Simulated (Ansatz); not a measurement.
Cu Kα1 powder pattern (kinematic, no thermal factors).
| 2θ (°) | relative intensity |
| --- | --- |
| 18.05 | 9 |
| 27.22 | 46 |
| 27.74 | 19 |
| 29.71 | 100 |
| 34.56 | 4 |
| 34.98 | 7 |
| 36.57 | 3 |
| 40.73 | 62 |
| 42.49 | 2 |
| 42.51 | 37 |
| 46.18 | 2 |
| 46.53 | 3 |
| 47.80 | 5 |
| 51.19 | 10 |
| 51.21 | 32 |
| 51.52 | 7 |
| 55.88 | 5 |
| 55.90 | 2 |
| 56.15 | 2 |
| 57.30 | 3 |
| 60.57 | 2 |
| 61.67 | 2 |
| 61.69 | 12 |
| 64.56 | 3 |
| 64.81 | 5 |
| 64.84 | 1 |
| 66.60 | 1 |
| 68.66 | 8 |
| 68.68 | 13 |
| 68.94 | 1 |
| 69.95 | 17 |
| 70.65 | 2 |
| 72.89 | 3 |
| 72.92 | 2 |
| 73.89 | 1 |
| 74.59 | 4 |
| 76.58 | 19 |
| 76.79 | 2 |
| 80.40 | 2 |
| 81.56 | 3 |
| 81.60 | 2 |
| 82.28 | 3 |
| 84.20 | 2 |
| 84.46 | 2 |
| 85.35 | 2 |
| 86.07 | 2 |
| 87.98 | 3 |
| 88.20 | 2 |

The pattern is computed from a structure relaxed with Ansatz 0.2.0, DFT PBE, scalar-relativistic, plane waves, PAW. No spin polarisation. Its elements are As, Te.

Task: Give the structure.

Result: Te$_{2}$As.
Space group P4/nmm:1 (No. 129). a = 4.250 Å, b = 4.250 Å, c = 9.821 Å, α = 90.00°, β = 90.00°, γ = 90.00°
```tsv
atom	site	symmetry	x	y	z
Te	2c	4mm	0.5000	0.0000	0.6426
Te	2c	4mm	0.5000	0.0000	0.0322
As	2c	4mm	0.5000	0.0000	0.3633
```

A pattern alone doesn't exclude other cells with like lines; this is the one computed.

The cell was found from a structure generator's guess, not taken from experiment.
